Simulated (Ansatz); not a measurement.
Be, flat triangular-type layer, relaxed and computed with two functionals in Ansatz (plane waves, PAW).

| functional | a (Å) |
|---|---|
| PBE | … |
| r²SCAN+D4 | 2.132 |

**Question.** What belongs in the gaps?

**Answer.** 
- PBE, a (Å): 2.129

All cells were relaxed under the symmetry of their starts (and spin orders); stability against distortions was not tested throughout. Constructed layers (a layer type filled with these elements): Be, flat triangular-type layer; Be, flat triangular-type layer.

Potentials: the later of the program's two PAW sets.

Ansatz (an electronic-structure program) is a plane-wave DFT program.
